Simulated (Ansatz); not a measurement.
# Ge(SbTe₂)₂: from a starting cell to a relaxed one

The start is a generated cell, Ge(SbTe2)2 built in the GeSb2Te4 structure type. The cell and all atomic positions are relaxed at zero pressure with PBEsol (plane waves to 420 eV, PAW, scalar-relativistic; Ansatz, a first-principles code). The first steps use a coarse 6×6×6 k-mesh.

Starting cell:
```
Ge(SbTe2)2
1.0
    2.13500     1.23264    13.90000
   -2.13500     1.23264    13.90000
    0.00000    -2.46529    13.90000
Ge Sb Te
1 2 4
Direct
  0.00000   0.00000   0.00000
  0.42730   0.42730   0.42730
  0.57270   0.57270   0.57270
  0.13270   0.13270   0.13270
  0.86730   0.86730   0.86730
  0.28980   0.28980   0.28980
  0.71020   0.71020   0.71020
```

Task: What is the largest force in the starting geometry, and on which atom (counted from 1)?

Result: 0.83 eV/Å, on Sb2, Sb3 (atoms numbered as listed).

Task: How much energy is released per atom?

Result: 0.03 eV/atom.

Task: How does the volume change?

Result: -4.8 %, from 31.35 to 29.84 Å³/atom.

Task: What band gap does the relaxed structure have at this level?

Result: No clear gap: the sampled points leave 0.12 eV away from the symmetry points, which may be a band crossing missed between them.

Task: Write out the relaxed structure.

Result: 
Space group R-3m, hexagonal axes (No. 166); a = b = 4.242 Å, c = 40.211 Å, α = β = 90.00°, γ = 120.00°

```tsv
atom	site	symmetry	x	y	z
Ge	3a	-3m	0.0000	0.0000	0.0000
Sb	6c	3m	0.0000	0.0000	0.4241
Te	6c	3m	0.0000	0.0000	0.1334
Te	6c	3m	0.0000	0.0000	0.2920
```
(The calculation used a cell of 7 atoms; values per cell refer to that cell.)

The space group stays R-3m (No. 166) (the run could not lower it), with 7 atoms in the primitive cell. Final values are on a 9×9×9 k-mesh of the relaxed cell. No spin polarisation in the result. Spin-orbit coupling is missing; with elements this heavy it can move band edges by tenths of an eV or more.

The run could not lose the symmetry of its start.

The first start was generated by placing the elements on the sites of a structure type. Materials Project lists a structure of Ge(SbTe2)2 in the same space group, R-3m (No. 166); the sites were not compared with it, nor with measured phases.
